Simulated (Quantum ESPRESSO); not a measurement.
# Band energies of Cs₂NaInH₆

```xyz
10
Lattice="0.0000 4.4277 4.4277 4.4277 0.0000 4.4277 4.4277 4.4277 0.0000" Properties=species:S:1:pos:R:3 pbc="T T T"
H      6.8804     4.4277     4.4277
H      1.9749     4.4277     4.4277
H      4.4277     6.8804     4.4277
H      4.4277     1.9749     4.4277
H      4.4277     4.4277     6.8804
H      4.4277     4.4277     1.9749
Na     4.4277     4.4277     4.4277
In     0.0000     0.0000     0.0000
Cs     2.2138     2.2138     2.2138
Cs     6.6415     6.6415     6.6415
```

norm-conserving LDA (Quantum ESPRESSO, 88 Ry, without SOC); path ΓXWKΓLUWLK,UX; energies in eV from the valence-band maximum.

```csv
k (1/Å),point,band 19,band 20,band 21,band 22,band 23,band 24,band 25,band 26
0.00,Γ,-2.79,-2.79,-2.79,-0.47,-0.47,0.88,5.04,5.04
0.47,,-3.04,-2.24,-2.24,-1.09,-0.14,2.91,3.73,4.22
0.71,X,-2.98,-2.05,-2.05,-1.44,0.00,3.12,3.93,4.03
0.71,W,-2.51,-2.51,-2.10,-1.23,-0.34,3.77,3.77,4.42
0.96,K,-2.73,-2.32,-2.10,-1.23,-0.28,3.40,3.97,4.21
1.15,,-2.65,-2.47,-2.26,-0.85,-0.52,3.10,3.95,4.38
1.52,,-2.84,-2.71,-2.68,-0.50,-0.45,1.26,4.49,4.85
1.71,Γ,-2.79,-2.79,-2.79,-0.47,-0.47,0.88,5.04,5.04
1.92,,-2.84,-2.69,-2.69,-0.47,-0.47,1.32,4.30,5.09
2.33,L,-2.83,-2.31,-2.31,-0.57,-0.57,2.78,2.81,5.04
2.76,U,-2.73,-2.32,-2.10,-1.23,-0.28,3.40,3.97,4.21
2.76,W,-2.51,-2.51,-2.10,-1.23,-0.34,3.77,3.77,4.42
2.89,,-2.57,-2.48,-2.13,-1.14,-0.38,3.65,3.80,4.11
3.14,,-2.79,-2.34,-2.28,-0.68,-0.54,2.92,2.99,4.67
3.26,L,-2.83,-2.31,-2.31,-0.57,-0.57,2.78,2.81,5.04
3.37,,-2.80,-2.34,-2.29,-0.65,-0.55,2.88,2.95,4.71
3.59,,-2.67,-2.41,-2.16,-1.07,-0.39,3.39,3.76,4.15
3.70,K,-2.73,-2.32,-2.10,-1.23,-0.28,3.40,3.97,4.21
3.70,U,-2.73,-2.32,-2.10,-1.23,-0.28,3.40,3.97,4.21
3.95,X,-2.98,-2.05,-2.05,-1.44,0.00,3.12,3.93,4.03
```

The LDA gap is indirect, 0.88 eV, from X to Γ; the smallest direct gap is 1.35 eV.

Spin-orbit splittings are left out.

Geometry of the Materials Project entry, not relaxed at this level.

The structure is a Materials Project entry; no match was found in the copy of COD used, and its stability was not checked.
